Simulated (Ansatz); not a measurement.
Bi2Pd, DFT, PBEsol, PAW with Ansatz's default frozen-core files, scalar-relativistic (Ansatz 0.2.0), run on 1 thread of AMD EPYC 9R45 96-Core Processor (Zen 5) on a shared host.

The cell is COD entry 9012857, as deposited and not checked against the literature; nothing was relaxed. The listed cell was then made from it by scaling, straining or moving an atom.

Command: `ansatz run input.yaml --threads 1 --pin off --max-ram 4096MiB --backend cpu --events-out ev --progress --plain --runs-dir out`

```yaml
crystal:
  lattice:
    - [-1.6753778844, 1.6753778844, 6.4697891355]
    - [1.6753778844, -1.6753778844, 6.4697891355]
    - [1.6753778844, 1.6753778844, -6.4697891355]
  atoms:
    - { symbol: Bi, position: [0.363, 0.363, 0.0] }
    - { symbol: Bi, position: [0.637, 0.637, 0.0] }
    - { symbol: Pd, position: [0.0, 0.0, 0.0] }
kpoints:
  mp_grid: { grid: [15, 15, 15] }
scf:
  occupations: { method: fermi_dirac, width: 0.08 }
hamiltonian:
  xc: pbesol
  pseudopotentials: { kind: paw }
output:
  forces: true
  stress: true
  eigenvalues: true
  efg: { contact_densities: true }
  write_density: true
  write_potential: true
  elf: true
  volumetric_format: npy
```

Problem. How large is the problem that the program sets up?

Solution. 288 irreducible k-points, 1425 plane waves at Γ, 29 bands.

Problem. Estimate the wall time and the peak memory.

Solution. 12 s of wall time for 7 SCF iterations, with a peak of 0.78 GiB. Times on shared machines scatter by tens of per cent.

Problem. And the same cell and mesh by all-electron PAW (datasets made for this crystal), asked for forces, stress, eigenvalues, efg, on the same hardware?

Solution. 21 s, peak memory 1.3 GiB.
